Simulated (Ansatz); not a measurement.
Nb in space group P6/mmm (No. 191; Nb on 1a, Nb on 2d) under volume change, DFT-PBEsol in the program Ansatz with PAW potentials, shape and atoms relaxed at each volume.

```json
[
 {"V (Å³/atom)": "16.237", "E − E(relaxed) (meV/atom)": "91.2", "P (GPa)": "19.67"},
 {"V (Å³/atom)": "16.772", "E − E(relaxed) (meV/atom)": "38.4", "P (GPa)": "12.10"},
 {"V (Å³/atom)": "17.308", "E − E(relaxed) (meV/atom)": "?", "P (GPa)": "?"},
 {"V (Å³/atom)": "17.843", "E − E(relaxed) (meV/atom)": "0.0", "P (GPa)": "0.00"},
 {"V (Å³/atom)": "18.378", "E − E(relaxed) (meV/atom)": "8.3", "P (GPa)": "-4.88"},
 {"V (Å³/atom)": "18.913", "E − E(relaxed) (meV/atom)": "31.9", "P (GPa)": "-9.12"},
 {"V (Å³/atom)": "19.449", "E − E(relaxed) (meV/atom)": "?", "P (GPa)": "?"}
]
```

Question: Fill in the missing entries.

Answer: 
- 19.449, E − E(relaxed) (meV/atom): 68.7
- 19.449, P (GPa): -12.81
- 17.308, E − E(relaxed) (meV/atom): 9.1
- 17.308, P (GPa): 5.60

Question: What does a third-order Birch–Murnaghan fit give for V₀, B₀ and B′?

Answer: V₀ = 17.84 Å³/atom, B₀ = 175 GPa, B′ = 3.8.

The start of the workflow was typed in or built on a structure type; neither database checked (COD, Materials Project) lists it. It is not the phase usual at ambient conditions (space group No. 229). The cell was relaxed with PBEsol under the symmetry of its start. At this level the phase is dynamically unstable (imaginary phonons). No spin polarisation was allowed.

Potentials: the earlier of the program's two PAW sets. The files were generated under PBE; for other functionals the program regenerates the frozen cores, and for LDA and PBEsol the local potential too.
